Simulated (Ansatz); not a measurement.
## Computed properties of Ba2MgMoO6

Ba2MgMoO6:
```xyz
10
Lattice="0.0000 4.0491 4.0491 4.0491 0.0000 4.0491 4.0491 4.0491 0.0000" Properties=species:S:1:pos:R:3 pbc="T T T"
Ba     2.0245     2.0245     2.0245
Ba     6.0736     6.0736     6.0736
Mg     4.0491     4.0491     4.0491
Mo     0.0000     0.0000     0.0000
O      1.9285     4.0491     4.0491
O      6.1696     4.0491     4.0491
O      4.0491     1.9285     4.0491
O      4.0491     6.1696     4.0491
O      4.0491     4.0491     1.9285
O      4.0491     4.0491     6.1696
```

Space group Fm-3m (No. 225); conventional cell a = b = c = 8.0981 Å, α = β = γ = 90.00°.

Method: the program Ansatz at the r²SCAN level (PAW). The cell and atoms are relaxed at this level. Other levels are named where they apply.

### Cell and energy

```json
{
 "volume_per_atom": "13.28 Å³",
 "density": "6.14 g/cm³",
 "Formation energy from the elements (no fitted shifts)": "-2.87 eV/atom"
}
```

### Electronic structure

```json
{
  "band_gap": "2.50 eV (indirect)",
  "valence_band_maximum": "at Γ",
  "conduction_band_minimum": "at X (3 equivalent valleys)",
  "smallest_direct_gap_on_the_standard_path": "2.55 eV",
  "electron_effective_mass": "0.85, 0.85, 3.1 mₑ (principal values)",
  "Electron effective mass with spin–orbit coupling": "0.86, 0.86, 3.1 mₑ (principal values)",
  "Hole effective mass, band 1 of 3 at the edge": "19 along [100], 3.1 along [110], 2.4 along [111] (mₑ)",
  "Hole effective mass, band 2 of 3 at the edge": "1.2 along [100], 1.8 along [110], 1.5 along [111] (mₑ)",
  "Hole effective mass, band 3 of 3 at the edge": "1.2 along [100], 1.2 along [110], 1.5 along [111] (mₑ)",
  "Hole effective mass with spin–orbit coupling, band 1 of 2 at the edge": "3.1 along [100], 2.3 along [110], 2.0 along [111] (mₑ)",
  "Hole effective mass with spin–orbit coupling, band 2 of 2 at the edge": "1.3 along [100], 1.5 along [110], 1.7 along [111] (mₑ)",
  "HSE06 gap on the r²SCAN cell": "3.46 eV",
  "Gap with spin–orbit coupling": "2.49 eV"
}
```

### Mechanics

```json
{
 "Bulk modulus (Birch–Murnaghan fit)": "134 GPa",
 "Pressure derivative B′": "4.8"
}
```

### Charges

```json
{
  "bader_charges": "Ba +1.60, Mg +1.77, Mo +2.84, O -1.30 e"
}
```

The workflow started from a Materials Project entry (that database holds measured and hypothetical structures alike); the Crystallography Open Database copy checked does not list it. Whether it is the stable phase at ambient conditions was not checked. Symmetry was held in the r²SCAN relaxation; its stability against distortions is not shown here. The run is not spin-polarised. No Hubbard U is applied. The references are the lowest solids computed at this level, not always the standard phases (solids in place of the gases). Spin–orbit coupling is left out wherever it is not named.

Potentials: the later of the program's two PAW sets.
